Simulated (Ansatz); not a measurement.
GaN (rock salt, Fm-3m) under volume change, PBEsol in the plane-wave PAW code Ansatz, scaled uniformly.

| V (Å³/atom) | E − E(relaxed) (meV/atom) | P (GPa) |
|---|---|---|
| 8.545 | 65.6 | 27.14 |
| 8.827 | 27.4 | 16.54 |
| 9.109 | 6.5 | 7.58 |
| 9.390 | 0.0 | 0.00 |
| 9.672 | 5.7 | -6.41 |
| 9.954 | 21.9 | -11.82 |
| 10.236 | 46.8 | -16.39 |

Question: What does a third-order Birch–Murnaghan fit give for V₀, B₀ and B′?

Answer: V₀ = 9.39 Å³/atom, B₀ = 232 GPa, B′ = 4.6.

This is a known high-pressure phase of the composition, computed here at zero pressure and temperature. The cell was relaxed with PBEsol under the symmetry of its start; its stability against distortions is not shown here.

Potentials: the later of the program's two PAW sets.
